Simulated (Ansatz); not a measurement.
Task: Volume from LDA minus that from PBE (% of the latter), each on its own relaxed cell (Ansatz, a quantum-chemistry and plane-wave program, plane waves, PAW; no spin–orbit coupling, no Hubbard U), over 33 phases of the class «phosphides, arsenides and antimonides»: what sign and size do you expect?

Result: Mean -6.5 %, median -6.6 %, mean absolute 6.5 %; eight in ten lie between -8.2 and -4.3 %, and 0 % are above zero.

Some cases that may be named, with their rank among the 33 from the lowest: InAs, zinc blende -7.6 % (rank 8); TaAs, I4_1md (Ta on 4a, As on 4a) -5.2 % (rank 23); NbP, I4_1md (Nb on 4a, P on 4a) -4.3 % (rank 30); AlP, zinc blende -4.0 % (rank 32).

The phases are those computed here (of each formula those with measured values and the lowest at some level), not a balanced benchmark, and neither functional is the truth. Pairs that end in unlike spin orders or unlike minima (c/a over 6 % apart, 30 % for weakly bound crystals), magnets with 4f shells, solids of gases and phases set aside for tests are left out.

All cells were relaxed under the symmetry of their starts (and spin orders); stability against distortions was not tested throughout. Named crystals with no word on spin ran without spin polarisation. Spin–orbit coupling is left out wherever it is not named.

Potentials: the later of the program's two PAW sets.

Ansatz is a plane-wave DFT program.
